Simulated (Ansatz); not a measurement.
MgS (rock salt, Fm-3m), the program Ansatz at the r²SCAN level (PAW). The conduction-band minimum lies at X, with 3 equivalent valleys. Second derivatives d²E/dk² of the lowest band at one valley (eV·Å²), along Cartesian directions:

```json
[
 {"direction": "[100]", "d²E/dk²": "14.52"},
 {"direction": "[010]", "d²E/dk²": "25.07"},
 {"direction": "[001]", "d²E/dk²": "25.07"},
 {"direction": "[110]", "d²E/dk²": "19.79"},
 {"direction": "[101]", "d²E/dk²": "19.79"},
 {"direction": "[011]", "d²E/dk²": "25.03"}
]
```

Problem. Find the principal effective masses, the density-of-states mass and the conductivity mass.

Solution. Off-diagonal terms follow from H_xy = H[110] − (H_xx + H_yy)/2, and m*/mₑ = 7.620 eV·Å² over each eigenvalue: 0.30, 0.30, 0.52. One valley's DOS mass (m₁m₂m₃)^(1/3) = 0.36, conductivity mass 3/(Σ 1/mᵢ) = 0.35 mₑ.

Problem. What effective density of states Nc follows at 300 K for parabolic valleys?

Solution. Nc = 2.509e19 × 3 × (0.36)^(3/2) ≈ 1.6e19 cm⁻³.

Problem. With the computed static dielectric constant 14.4 (mean of the diagonal), estimate a hydrogenic donor's binding energy and radius.

Solution. E = 13.606 eV × 0.35/14.4² ≈ 23 meV; a = 0.529 Å × ε/m* ≈ 22 Å. Semilocal masses tend to be too small where the gap is.

Problem. With ε∞ = 4.89 and ω_LO = 407 cm⁻¹, what Fröhlich coupling constant follows?

Solution. α = (1/ε∞ − 1/ε0) √(m* × 13.606 eV/ħω_LO) = 1.3.

Symmetry was held in the r²SCAN relaxation; phonons on a q-mesh show no instability.

Potentials: the earlier of the program's two PAW sets.
